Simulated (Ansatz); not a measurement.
A relaxed cell of BiB2 is given with its symmetry left out. The cell was found from a structure generator's guess, not taken from experiment.

Theory: DFT PBE+D3(BJ), scalar-relativistic, plane waves, PAW (Ansatz 0.2.0). Cutoff 420 eV, Γ-centred mesh, Gaussian smearing, no spin polarisation.

This is a two-dimensional sheet: the third axis spans vacuum and isn't periodic.

```xyz
6
Lattice="3.1850 0.0000 0.0000 -1.5925 2.7583 0.0000 0.0000 0.0000 36.9321" Properties=species:S:1:pos:R:3 pbc="T T F"
B     0.0000    1.8389    6.4397
B     1.5925    0.9194    6.4397
B     1.5925    0.9194   10.9329
B     0.0000    1.8389   10.9329
Bi    0.0000    0.0000    8.5682
Bi    0.0000    0.0000   13.0622
```

Formation energies are uncorrected and refer to the elements' standard structures at the same level.

Question: What layer group does it have?

Answer: p6mm (No. 77). In-plane cell: a = 3.185 Å, b = 3.185 Å, γ = 120.0°, thickness 6.62 Å between the outermost nuclei. B at height 0.00 Å has 3 B at 1.84 Å; B at height 4.49 Å has 3 B at 1.84 Å; Bi at height 2.13 Å has 12 B at 2.81–3.00 Å and 6 Bi at 3.18 Å; Bi at height 6.62 Å has 6 B at 2.81 Å and 6 Bi at 3.18 Å.

Question: How far does it lie from the elements in energy?

Answer: +0.85 eV/atom. The separate elements lie lower, so it is unstable against them.

Question: Is it a metal?

Answer: Yes, bands cross the Fermi level on the 12×12×1 mesh.

The last run used a 12×12×1 mesh for its 6-atom cell and Gaussian smearing of 0.10 eV. These runs have no spin–orbit coupling, which can matter for Bi. Symmetry constrained the relaxation, so the result can be a saddle point.
